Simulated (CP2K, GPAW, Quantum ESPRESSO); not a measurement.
**AlIn: 3 runs at one level of theory**

```
CELL_PARAMETERS angstrom
3.05413 0.00000 0.00000
-1.52707 2.64496 0.00000
0.00000 0.00000 5.82802
ATOMIC_POSITIONS crystal
Al 0.00000 0.00000 0.00000
In 0.00000 0.00000 0.50000
```

The cell comes from a database or a generator and needn't be the stable form of this composition.

Alike in all runs: task single point; functional PBE; k mesh 10 × 10 × 5; occupations fermi-dirac, width 0.05 eV; no spin polarisation; no spin-orbit coupling. Pressure is positive in compression and, in plane waves, holds the error of the finite cutoff.

```csv
program and potentials,plane-wave cutoff (eV),notes,pressure (GPa)
"GPAW, GPAW PAW data sets (gpaw-data 1.2.1)",600,-,-0.37
"CP2K, POTENTIAL_UZH Al GTH-PBE-q3, In GTH-PBE-q13; TZVP-MOLOPT-PBE-GTH basis",-,atomic basis,0.07
"Quantum ESPRESSO, SSSP 1.3 efficiency PBE",748,-,?
```

Estimate from the other rows what the run with Quantum ESPRESSO, SSSP 1.3 efficiency PBE gave.

Pressure -0.17 GPa. The other rows, which needn't bracket it: pressure -0.37 to 0.07.
